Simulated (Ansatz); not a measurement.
Total density of states per atom from r²SCAN (plane waves, PAW; program Ansatz), in 0.25 eV bins, energy from the valence-band maximum:

```tsv
E (eV)	states/eV/atom
-7.85	0.00
-7.60	0.00
-7.35	0.00
-7.10	0.00
-6.85	0.00
-6.60	0.02
-6.35	0.98
-6.10	0.00
-5.85	0.75
-5.60	0.88
-5.35	0.37
-5.10	0.13
-4.85	0.60
-4.60	0.26
-4.35	0.27
-4.10	1.22
-3.85	1.27
-3.60	1.06
-3.35	0.18
-3.10	0.20
-2.85	0.49
-2.60	0.31
-2.35	0.00
-2.10	0.00
-1.85	0.00
-1.60	0.75
-1.35	1.46
-1.10	1.50
-0.85	2.16
-0.60	0.65
-0.35	0.27
-0.10	0.21
0.15	0.00
0.40	0.00
0.65	0.00
0.90	0.00
1.15	0.00
1.40	0.00
1.65	0.00
1.90	0.00
2.15	0.00
2.40	0.02
2.65	0.72
2.90	0.85
3.15	0.66
3.40	0.58
3.65	0.19
3.90	0.74
4.15	1.14
4.40	1.07
4.65	1.22
4.90	0.47
5.15	0.30
5.40	0.03
5.65	0.00
5.90	0.00
6.15	0.05
6.40	0.25
6.65	0.22
6.90	0.27
7.15	0.50
```

Which compound is it?
A) S, α-S8
B) In2Rh3S2, R-3m (In on 3a, In on 3b, Rh on 9d, S on 6c)
C) Ti2S3, C2/m (Pearson symbol mS20)
D) YSF, P4/nmm (Y on 2c, S on 2c, F on 2a)

A, S, α-S8. Top 1 eV of the valence band: S 3p 93 %. Bottom 1 eV of the conduction band: S 3p 78 %, S 3s 13 %, outside the projected shells 10 %. Projections are on Löwdin-orthogonalised atomic valence shells; empty p or d shells of many metals are not among them.

Space group Fddd (α-S8). The cell was relaxed with r²SCAN under the symmetry of its start. A crystal of weakly bound molecules computed without a dispersion correction: the cell and the soft elastic constants depend strongly on that.

Potentials: the later of the program's two PAW sets.
